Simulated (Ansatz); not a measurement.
# ZnCu2SnS4: computed property card

ZnCu₂SnS₄:
```yaml
crystal:
  lattice:
    - [7.60702, 0.00000, 0.00000]
    - [0.00000, 6.61527, 0.00000]
    - [0.00000, 0.00000, 6.30423]
  atoms:
    - { symbol: Zn, position: [0.50000, 0.83395, 0.50120] }
    - { symbol: Zn, position: [0.00000, 0.16605, 0.00120] }
    - { symbol: Cu, position: [0.25073, 0.33166, 0.49655] }
    - { symbol: Cu, position: [0.24927, 0.66834, 0.99655] }
    - { symbol: Cu, position: [0.74927, 0.33166, 0.49655] }
    - { symbol: Cu, position: [0.75073, 0.66834, 0.99655] }
    - { symbol: Sn, position: [0.50000, 0.16394, 0.00064] }
    - { symbol: Sn, position: [0.00000, 0.83606, 0.50064] }
    - { symbol: S, position: [0.24318, 0.34461, 0.13368] }
    - { symbol: S, position: [0.25682, 0.65539, 0.63368] }
    - { symbol: S, position: [0.75682, 0.34461, 0.13368] }
    - { symbol: S, position: [0.74318, 0.65539, 0.63368] }
    - { symbol: S, position: [0.50000, 0.17101, 0.61339] }
    - { symbol: S, position: [0.00000, 0.82899, 0.11339] }
    - { symbol: S, position: [0.50000, 0.81773, 0.12942] }
    - { symbol: S, position: [0.00000, 0.18227, 0.62942] }
```

Space group Pmn2_1 (No. 31); conventional cell a = 7.607 Å, b = 6.615 Å, c = 6.304 Å, α = β = γ = 90.00°.

Method: plane-wave PAW r²SCAN (Ansatz code). The cell and atoms are relaxed at this level. Other levels are named where they apply.

**Cell and energy**

Volume per atom: 19.83 Å³
Density: 4.60 g/cm³
Formation energy from the elements (no fitted shifts): -0.57 eV/atom

**Electronic structure**

- Band gap: 0.39 eV (direct)
- Valence-band maximum: at Γ
- Conduction-band minimum: at Γ
- Electron effective mass: 0.10, 0.11, 0.13 mₑ (principal values)
- Hole effective mass: 0.12, 1.7, 2.5 mₑ (principal values)

**Mechanics**

Bulk modulus (Birch–Murnaghan fit): 76.2 GPa
Pressure derivative B′: 4.7

The first step of the workflow began from a Materials Project structure, measured or hypothetical; the Crystallography Open Database copy checked does not list it. With Zn and Sn taken as one species the cell has the higher symmetry Pmc2_1, so it may be an ordered model of a mixed-site phase. It is not the phase usual at ambient conditions (space group No. 82). The cell was relaxed with r²SCAN under the symmetry of its start; whether a distortion lowers the energy is not shown. No spin polarisation was allowed. The references are the lowest solids computed at this level, not always the standard phases. Scalar-relativistic: spin–orbit coupling is off unless named, which matters more the heavier the elements.

Potentials: the later of the program's two PAW sets.
